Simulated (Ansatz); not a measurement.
CdS (zinc blende, space group No. 216), plane-wave PAW PBE (Ansatz code), all energies at zero smearing, with the estimated change up to a 700 eV cutoff added, with one set of potentials and settings (totals compare only within such a set). Cell of 2 atoms (1 S, 1 Cd): -9157.831 eV.

```json
[
 {"element": "S", "reference phase": "Fddd, 32 atoms in the cell", "E (eV/atom)": "-902.0599"},
 {"element": "Cd", "reference phase": "P6_3/mmc, 2 atoms in the cell", "E (eV/atom)": "-8254.4547"}
]
```

Formation energy per atom, worked out: (-9157.831 − 1×(-902.0599) − 1×(-8254.4547))/2 = -0.658 eV/atom (-64 kJ per mol of atoms), at 0 K, without zero-point energy or fitted corrections.

Space group F-43m (zinc blende). Symmetry was held in the PBE relaxation; phonons on a q-mesh show no instability. The references are the lowest solids computed at this level, not always the standard phases.

Potentials: the later of the program's two PAW sets.
